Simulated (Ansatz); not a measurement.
Here is the system:

Starting cell, CaO (rock salt):

```xyz
2
Lattice="0.0000 2.4153 2.4153 2.4153 0.0000 2.4153 2.4153 2.4153 0.0000" Properties=species:S:1:pos:R:3 pbc="T T T"
O      0.0000     0.0000     0.0000
Ca     2.4153     2.4153     2.4153
```

In this cell atom 2 (Ca, nearest neighbour O at 2.415 Å; its periodic images, 3.4 Å or more away, move with it) is moved by s towards the nearest neighbour, unit vector (-1.000, 0.000, 0.000); all other atoms and the cell stay fixed.

These are PBE (plane waves to 420 eV, PAW, scalar-relativistic; Ansatz, a quantum-chemistry and plane-wave program) values and carry that method's errors. k mesh 10×10×10 (Γ-centred), Fermi-Dirac smearing 0.05 eV. E stands for the smeared free energy. CaO was relaxed with its symmetry unable to fall. The zero of ΔE is the undisplaced structure.

The scan covers s from -0.240 to 0.240 Å in 11 points.

Question: Is this a single well or a double well?

Answer: A single well with its minimum at or next to zero displacement.

Question: Is the energy the same for equal positive and negative displacements?

Answer: Even: the same for both signs. With its periodic images moving along, the atom's site symmetry in this cell is m-3m.

Question: What is the energy change at s = 0.240 Å?

Answer: 95.4 meV/cell.

Question: What force acts on the atom along the line at s = -0.240 Å?

Answer: 0.933 eV/Å.

Question: What is the force constant k = d²E/ds² of this move at s = 0?

Answer: 2.74 eV/Å².

(For displaced atoms, the force is minus the slope of the energy, and its curvature is a force constant, which sets phonon frequencies.)
